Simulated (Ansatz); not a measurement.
Relaxed-ion elastic tensor of Be3N2 in space group R3m (No. 160; Pearson symbol hR5) in GPa (Voigt order), r²SCAN (plane waves, PAW; program Ansatz); density 2.70 g/cm³, 6.77 Å³ per atom.

```
 475   134  88.6   2.5   0.0   0.0
 134   475  88.6  -2.5   0.0   0.0
88.6  88.6   425   0.0   0.0   0.0
 2.5  -2.5   0.0   164   0.0   0.0
 0.0   0.0   0.0   0.0   164   2.5
 0.0   0.0   0.0   0.0   2.5   170
```

Is the crystal mechanically stable?

Yes: the smallest eigenvalue of C is 163 GPa.

Work out the Voigt, Reuss and Hill averages.

K_V = 222, K_R = 220, K_H = 221; G_V = 171, G_R = 170, G_H = 170 GPa.

Give Young's modulus, Poisson's ratio, Pugh's ratio and the universal anisotropy index.

E = 9KG/(3K + G) = 406 GPa; ν = 0.19; K/G = 1.30 (brittle by the Pugh limit of 1.75); A_U = 5G_V/G_R + K_V/K_R − 6 = 0.03.

Estimate the sound speeds and the Debye temperature.

v_l = √((K + 4G/3)/ρ) = 12900 m/s, v_t = √(G/ρ) = 7940 m/s, mean 8760 m/s; Θ = (h/k)(3n/4πV)^(1/3) v_m = 1380 K.

Solve the Christoffel equation for the three sound speeds along x, y, z.

Eigenvalues of C_ijkl n_j n_l equal ρv² (piezoelectric stiffening left out). In km/s, slowest first: x 7.77, 7.96, 13.26; y 7.79, 7.94, 13.26; z 7.79, 7.79, 12.54.

How much does each axis shrink under pressure?

Linear compressibilities β_i = Σ_j S_ij (j = 1 to 3): x 1.4, y 1.4, z 1.8 per TPa.

The first step of the workflow began from a Materials Project structure, measured or hypothetical; the Crystallography Open Database copy checked does not list it. COD files the formula under space group No. 206. Whether it is the stable phase at ambient conditions was not checked. The cell was relaxed with r²SCAN under the symmetry of its start; whether a distortion lowers the energy is not shown.

Potentials: the later of the program's two PAW sets.
